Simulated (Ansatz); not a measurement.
AlRu (CsCl type, Pm-3m) under volume change, plane-wave PAW r²SCAN (Ansatz code), scaled uniformly.

```json
[
 {"V (Å³/atom)": "12.071", "E − E(relaxed) (meV/atom)": "88.0", "P (GPa)": "25.63"},
 {"V (Å³/atom)": "12.469", "E − E(relaxed) (meV/atom)": "?", "P (GPa)": "?"},
 {"V (Å³/atom)": "12.867", "E − E(relaxed) (meV/atom)": "?", "P (GPa)": "?"},
 {"V (Å³/atom)": "13.264", "E − E(relaxed) (meV/atom)": "0.0", "P (GPa)": "0.05"},
 {"V (Å³/atom)": "13.662", "E − E(relaxed) (meV/atom)": "7.7", "P (GPa)": "-6.08"},
 {"V (Å³/atom)": "14.060", "E − E(relaxed) (meV/atom)": "29.5", "P (GPa)": "-11.30"},
 {"V (Å³/atom)": "14.458", "E − E(relaxed) (meV/atom)": "63.2", "P (GPa)": "-15.74"}
]
```

Q: Complete the blanks.

A: 
- 12.469, E − E(relaxed) (meV/atom): 37.0
- 12.469, P (GPa): 15.70
- 12.867, E − E(relaxed) (meV/atom): 8.8
- 12.867, P (GPa): 7.24

Q: What does a third-order Birch–Murnaghan fit give for V₀, B₀ and B′?

A: V₀ = 13.27 Å³/atom, B₀ = 221 GPa, B′ = 4.3.

The cell was relaxed with r²SCAN under the symmetry of its start. The run is not spin-polarised.

Potentials: the earlier of the program's two PAW sets.
